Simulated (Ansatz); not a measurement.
# Does relaxation matter for the field gradients of LiH with oxygen replacing H?

Start: a supercell of LiH (rock salt type, Fm-3m) built from a structure deposited in the COD, with all atoms left at the host's positions.

```cif
data_structure
_symmetry_space_group_name_H-M 'P 1'
_symmetry_Int_Tables_number 1
_cell_length_a 8.6412
_cell_length_b 8.6412
_cell_length_c 8.6412
_cell_angle_alpha 60.000
_cell_angle_beta 60.000
_cell_angle_gamma 60.000
_cell_volume 456.25
loop_
_atom_site_label
_atom_site_type_symbol
_atom_site_fract_x
_atom_site_fract_y
_atom_site_fract_z
_atom_site_occupancy
Li1 Li 0.00000 0.00000 0.00000 1
Li2 Li 0.00000 0.00000 0.33333 1
Li3 Li 0.00000 0.00000 0.66667 1
Li4 Li 0.00000 0.33333 0.00000 1
Li5 Li 0.00000 0.33333 0.33333 1
Li6 Li 0.00000 0.33333 0.66667 1
Li7 Li 0.00000 0.66667 0.00000 1
Li8 Li 0.00000 0.66667 0.33333 1
Li9 Li 0.00000 0.66667 0.66667 1
Li10 Li 0.33333 0.00000 0.00000 1
Li11 Li 0.33333 0.00000 0.33333 1
Li12 Li 0.33333 0.00000 0.66667 1
Li13 Li 0.33333 0.33333 0.00000 1
Li14 Li 0.33333 0.33333 0.33333 1
Li15 Li 0.33333 0.33333 0.66667 1
Li16 Li 0.33333 0.66667 0.00000 1
Li17 Li 0.33333 0.66667 0.33333 1
Li18 Li 0.33333 0.66667 0.66667 1
Li19 Li 0.66667 0.00000 0.00000 1
Li20 Li 0.66667 0.00000 0.33333 1
Li21 Li 0.66667 0.00000 0.66667 1
Li22 Li 0.66667 0.33333 0.00000 1
Li23 Li 0.66667 0.33333 0.33333 1
Li24 Li 0.66667 0.33333 0.66667 1
Li25 Li 0.66667 0.66667 0.00000 1
Li26 Li 0.66667 0.66667 0.33333 1
Li27 Li 0.66667 0.66667 0.66667 1
O28 O 0.16667 0.16667 0.16667 1
H29 H 0.16667 0.16667 0.50000 1
H30 H 0.16667 0.16667 0.83333 1
H31 H 0.16667 0.50000 0.16667 1
H32 H 0.16667 0.50000 0.50000 1
H33 H 0.16667 0.50000 0.83333 1
H34 H 0.16667 0.83333 0.16667 1
H35 H 0.16667 0.83333 0.50000 1
H36 H 0.16667 0.83333 0.83333 1
H37 H 0.50000 0.16667 0.16667 1
H38 H 0.50000 0.16667 0.50000 1
H39 H 0.50000 0.16667 0.83333 1
H40 H 0.50000 0.50000 0.16667 1
H41 H 0.50000 0.50000 0.50000 1
H42 H 0.50000 0.50000 0.83333 1
H43 H 0.50000 0.83333 0.16667 1
H44 H 0.50000 0.83333 0.50000 1
H45 H 0.50000 0.83333 0.83333 1
H46 H 0.83333 0.16667 0.16667 1
H47 H 0.83333 0.16667 0.50000 1
H48 H 0.83333 0.16667 0.83333 1
H49 H 0.83333 0.50000 0.16667 1
H50 H 0.83333 0.50000 0.50000 1
H51 H 0.83333 0.50000 0.83333 1
H52 H 0.83333 0.83333 0.16667 1
H53 H 0.83333 0.83333 0.50000 1
H54 H 0.83333 0.83333 0.83333 1
```

Sites (sets of like atoms) are named by element and the number of their first atom in this list.

Computed with Ansatz: DFT, PBE, plane waves and PAW, scalar-relativistic, 420 eV cutoff, Γ-centred 3×3×3 k-points, Fermi–Dirac smearing 0.01 eV, cell charge -1.

The largest force at the start is 1.0 eV/Å. Relaxing the ions at fixed cell moves them by 0.149 Å at most (atom 2, Li) and 0.057 Å rms.

```csv
site,atom,moved (Å),first shell before,first shell after,V_zz before (10²¹ V/m²),η before
Li2,2,0.149,"5 H at 2.04 Å, 1 O at 2.04 Å","1 O at 1.89 Å, 5 H at 2.09–2.19 Å",-0.22,0.00
Li6,6,0.001,6 H at 2.04 Å,6 H at 2.00–2.04 Å,0.022,0.47
O,28,0.000,6 Li at 2.04 Å,6 Li at 1.89 Å,0.00,–
H29,29,0.056,6 Li at 2.04 Å,6 Li at 2.00–2.09 Å,-0.029,0.14
H42,42,0.005,6 Li at 2.04 Å,6 Li at 2.03–2.19 Å,<0.005,–
```

(1) How do the gradients change?

Results:

(1) 

```json
{"site": "Li2", "atom": "2", "V_zz after": "-0.25", "η after": "0.00", "change of V_zz": "-0.03"}
{"site": "Li6", "atom": "6", "V_zz after": "0.025", "η after": "0.46", "change of V_zz": "0.00"}
{"site": "O", "atom": "28", "V_zz after": "0.00", "η after": "–", "change of V_zz": "0.00"}
{"site": "H29", "atom": "29", "V_zz after": "-0.019", "η after": "0.59", "change of V_zz": "–"}
{"site": "H42", "atom": "42", "V_zz after": "-0.048", "η after": "0.00", "change of V_zz": "-0.05"}
```

The largest change of V_zz along a kept axis is on H42, from <0.005 to -0.048. On H29 the largest principal value lies along another axis in the second run, so the two V_zz can't be compared directly. Other sites with |V_zz| of 0.02 or less aren't listed.

The defect repeats with the cell of 54 atoms, so it feels its images: sites between two images don't show the values beside a lone defect, and zeros or small values of η there can come from the images' arrangement. A uniform background compensates the cell's charge. With these PAW files V_zz is typically within 2 to 3 % of all-electron values, but misses above 10 % occur on Li.
Before: The neighbours have not yet relaxed around the defect (largest force 1.0 eV/Å), so a real crystal will differ.
After: The relaxation keeps the site symmetry m-3m of the start, so the impurity can't leave its site; a start off the site could end lower.
